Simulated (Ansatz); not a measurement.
## HfC: modes against the lattice constant

All numbers below come from DFT PBEsol, scalar-relativistic, plane waves, PAW in Ansatz. Plane waves to 420 eV; Γ-centred k mesh 16×16×16; Fermi-Dirac smearing of 0.15 eV. No spin polarisation. Phonons by linear response, acoustic sum rule imposed.

The cell is fixed (symmetry leaves no force on the atoms) and stands under 38.9 GPa:
```
Hf C
1.0
     2.74290    0.00000    0.00000
     0.00000    2.74290    0.00000
     0.00000    0.00000    2.74290
Hf C
1 1
Cartesian
  0.0000 0.0000 0.0000
  1.3715 1.3715 1.3715
```

The cell is the ideal cubic caesium chloride prototype; this isn't the usual structure of the compound. In a metal, frequencies and elastic constants depend on the k mesh and the smearing, soft modes and shear constants most. Spin–orbit coupling is left out, which can shift energies with elements as heavy as these.

Task: How do the optical zone-centre modes (counted from the lowest optical one, degenerate ones once; i marks imaginary ones) of this metal change over a = 2.743 and 2.921 Å (k meshes 16×16×16, 14×14×14)?

Result:
| a (Å) | 2.743 | 2.921 |
| --- | --- | --- |
| pressure (GPa) | 38.9 | -10.4 |
| mode 1 (cm⁻¹) | 344 | 43 |

Cost: 2 runs of about 2.5 core-minutes in all, on Arm Neoverse N1 (shared hosts).